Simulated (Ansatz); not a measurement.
# Scan of one atom of the cell for PtSe2 (CdI2 type)

Relaxed PtSe2 (CdI2 type):

```
CELL_PARAMETERS angstrom
      3.73915     0.00000     0.00000
     -1.86957     3.23820     0.00000
      0.00000     0.00000     4.62953
ATOMIC_POSITIONS crystal
  Pt 0.00000 0.00000 0.00000
  Se 0.66667 0.33333 0.27217
  Se 0.33333 0.66667 0.72783
```

In each cell atom 2 (Se, nearest neighbour Pt at 2.500 Å; its periodic images, 3.7 Å or more away, move with it) moves by s·(-0.748, -0.432, -0.504) (towards the nearest neighbour), the rest being held.

Calculation: PBEsol-D3(BJ) (plane waves to 420 eV, PAW, scalar-relativistic; Ansatz, a program for electronic structure). k mesh 12×12×8 (Γ-centred), Fermi-Dirac smearing 0.05 eV. E stands for the smeared free energy. Stress and pressure are positive under compression. With partly filled bands, energies and forces of such displacements shift with the k mesh and the smearing. F∥ is the force on the atom along that direction. F⊥ is the part of the force across the line. PtSe2 is run without spin polarisation. PtSe2 was relaxed with its symmetry unable to fall. Spin-orbit coupling is left out, though Pt is heavy. ΔE is measured from the undisplaced structure.

```tsv
s (Å)	ΔE (meV/cell)	F∥ (eV/Å)	|F⊥| (eV/Å)	P (GPa)
-0.500	499	1.501	0.599	-0.4
-0.400	361	1.288	0.453	-1.2
-0.300	237	1.191	0.336	-1.5
-0.200	125	1.031	0.228	-1.6
-0.100	37	0.677	0.120	-1.1
0.000	0	0.004	0.007	0.0
0.100	49	-1.060	0.117	2.0
0.200	228	-2.598	0.266	5.1
0.300	591	-4.810	0.446	9.6
0.400	1222	-7.994	0.661	16.3
0.500	2238	-12.626	0.908	25.6
```

Derived quantities:

| Property | Value |
|---|---|
| Energy at s = 0.500 Å | 2238 meV/cell |
| Force along the line at s = -0.500 Å | 1.50 eV/Å |
| Symmetry of the curve | not even: the positive side lies higher at ±0.500 Å |
| Shape of the curve | a single well with its minimum at or next to zero displacement |
| Force constant k = d²E/ds² at s = 0 (finite differences) | 8.56 eV/Å² |
| Harmonic estimate at the end of the scan | ½ks² = 1070 meV/cell against the computed 2238 meV/cell, so the well is stiffer than harmonic there |

The 11 points together took around 10 core-minutes (rough).

(A displaced cell: forces are minus the slopes of the energy, force constants its curvatures, and phonons follow from these.)
